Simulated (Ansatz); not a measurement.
**Eigenvalues along a path: Ca2B (CdCl2 type)**

```
CELL_PARAMETERS angstrom
1.68944 -0.97540 6.24747
0.00000 1.95079 6.24747
-1.68944 -0.97540 6.24747
ATOMIC_POSITIONS crystal
B 0.00000 0.00000 0.00000
Ca 0.24628 0.24628 0.24628
Ca 0.75372 0.75372 0.75372
```

The cell comes from a relaxation on PAW files under the same functional, begun from a prototype that needn't be the stable phase.

All numbers are PBE results (scalar-relativistic) from Ansatz 0.2.0, with a Γ-centred 11×11×11 k mesh, Fermi–Dirac smearing of 0.05 eV, no spin polarisation. Methods: LAPW: all electrons, basis error target 0.5 meV/atom.

This run: volume at 0.7 of the series' base cell.

Path points, in fractions of the reciprocal vectors: Γ (0.000, 0.000, 0.000), T (0.500, 0.500, 0.500), H2 (0.817, 0.183, 0.500), H0 (0.500, -0.183, 0.183), L (0.500, 0.000, 0.000), S0 (0.341, -0.341, 0.000), S2 (0.659, 0.000, 0.341), F (0.500, 0.000, 0.500). The distance column jumps between branches of the path. Levels in eV from the Fermi level; bands 10 to 21, counted from the lowest band of the run. The gap is zero, the pressure 13.56 GPa.

```
# k(1/Å) point b10 b11 b12 b13 b14 b15 b16 b17 b18 b19 b20 b21
0.000 Γ -21.46 -21.09 -21.03 -21.03 -21.00 -21.00 -7.01 -2.29 -1.78 1.58 1.58 2.67
0.126 - -21.45 -21.10 -21.03 -21.03 -21.00 -21.00 -6.98 -2.69 -1.33 1.60 1.60 2.48
0.251 - -21.41 -21.14 -21.02 -21.02 -21.00 -21.00 -6.89 -3.18 -0.67 1.64 1.64 2.01
0.377 - -21.36 -21.20 -21.02 -21.02 -21.01 -21.01 -6.79 -3.53 0.00 1.42 1.70 1.70
0.503 T -21.31 -21.25 -21.02 -21.02 -21.01 -21.01 -6.75 -3.66 0.52 0.93 1.72 1.72
0.798 - -21.30 -21.25 -21.09 -21.09 -21.04 -21.03 -6.51 -3.27 0.38 0.94 1.20 1.67
1.092 - -21.34 -21.33 -21.20 -21.16 -21.10 -21.09 -5.90 -2.23 -0.35 -0.03 1.20 1.67
1.387 - -21.45 -21.44 -21.21 -21.20 -21.17 -21.15 -5.14 -1.31 -1.04 -0.42 0.44 1.76
1.682 H2 -21.42 -21.41 -21.34 -21.31 -21.15 -21.15 -4.70 -1.36 -1.13 -0.34 0.54 1.44
2.033 H0 -21.42 -21.41 -21.34 -21.31 -21.15 -21.15 -4.70 -1.36 -1.13 -0.34 0.54 1.44
2.203 - -21.42 -21.41 -21.33 -21.31 -21.15 -21.15 -4.72 -1.49 -0.86 -0.33 0.50 1.14
2.373 - -21.47 -21.46 -21.25 -21.24 -21.16 -21.15 -4.83 -1.81 -0.48 -0.12 0.42 0.79
2.544 - -21.51 -21.50 -21.19 -21.19 -21.14 -21.14 -4.93 -2.04 -0.66 0.40 0.45 0.73
2.714 L -21.52 -21.51 -21.19 -21.17 -21.13 -21.12 -4.97 -2.12 -0.73 0.36 0.40 1.16
2.985 - -21.45 -21.44 -21.27 -21.12 -21.12 -21.10 -5.39 -1.64 -0.77 -0.52 1.25 1.33
3.257 - -21.36 -21.28 -21.26 -21.09 -21.08 -21.06 -6.15 -1.58 -1.19 -0.08 1.45 2.29
3.529 - -21.44 -21.11 -21.08 -21.08 -21.04 -21.02 -6.77 -2.08 -1.61 1.02 1.57 2.85
3.800 Γ -21.46 -21.09 -21.03 -21.03 -21.00 -21.00 -7.01 -2.29 -1.78 1.58 1.58 2.67
4.118 - -21.43 -21.13 -21.11 -21.08 -21.05 -21.02 -6.69 -1.89 -1.67 0.87 1.51 2.96
4.435 - -21.34 -21.32 -21.32 -21.13 -21.12 -21.07 -5.87 -1.43 -1.02 -0.13 0.82 2.46
4.753 - -21.44 -21.41 -21.29 -21.23 -21.20 -21.10 -5.00 -1.55 -0.49 -0.21 0.04 1.55
5.070 S0 -21.42 -21.38 -21.37 -21.32 -21.15 -21.15 -4.69 -1.32 -1.17 -0.33 0.56 1.39
5.409 S2 -21.42 -21.38 -21.37 -21.32 -21.15 -21.15 -4.69 -1.32 -1.17 -0.33 0.56 1.39
5.557 - -21.48 -21.43 -21.30 -21.25 -21.17 -21.12 -4.77 -1.74 -0.68 -0.40 0.49 1.58
5.704 - -21.52 -21.47 -21.23 -21.20 -21.17 -21.11 -4.88 -2.08 -0.50 -0.13 0.42 1.53
5.852 - -21.55 -21.50 -21.21 -21.18 -21.11 -21.10 -4.97 -2.31 -0.59 0.21 0.55 1.29
5.999 F -21.56 -21.51 -21.21 -21.16 -21.10 -21.09 -5.00 -2.39 -0.62 0.23 0.88 1.02
```
